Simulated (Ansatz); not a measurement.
**Is this Mg₂GeN₃ structure a true minimum?**

It was reached by relaxing an invented guess, and it needn't be the stable form of this composition.

Computed with DFT PBE, scalar-relativistic, plane waves, PAW in Ansatz 0.2.0. Plane waves to 420 eV, a k mesh through Γ of 12×12×12 on the computed 6-atom cell and Gaussian smearing (0.10 eV); no spin polarisation.

The cell below (6 atoms, space group Imm2 (No. 44)) is relaxed within its symmetry.

```yaml
crystal:
  lattice:
    - [-1.51471, 4.97401, 2.49563]
    - [1.51471, -4.97401, 2.49563]
    - [1.51471, 4.97401, -2.49563]
  atoms:
    - { symbol: Mg, position: [0.67626, 0.01179, 0.66447] }
    - { symbol: Mg, position: [0.34733, 0.01179, 0.33553] }
    - { symbol: Ge, position: [0.00775, 0.00775, 0.00000] }
    - { symbol: N, position: [0.06516, 0.22028, 0.84488] }
    - { symbol: N, position: [0.37539, 0.22028, 0.15512] }
    - { symbol: N, position: [0.77811, 0.27811, 0.50000] }
```

For the test a repeat of it with 12 atoms (edges 5.77, 5.77, 5.84 Å) was strained at random (σ = 1.5 % a component), the atoms were moved at random (σ = 0.15 Å), and all was relaxed again on a coarse 6×6×4 mesh (in the run’s order of axes) with 0.20 eV smearing, with no symmetry imposed.

An odd number of electrons in the primitive cell allows no gap without spin; a larger cell or a magnetic state could open one.

Task: What happens?

Result: It returns, within 1 meV/atom of the unmoved cell on that mesh and with the same symmetry when read at 0.1 Å (C2 at 0.01 Å, so small strains and shifts remain). No instability shows in this cell; modes of other wave vectors, which need another repeat, aren't tested.
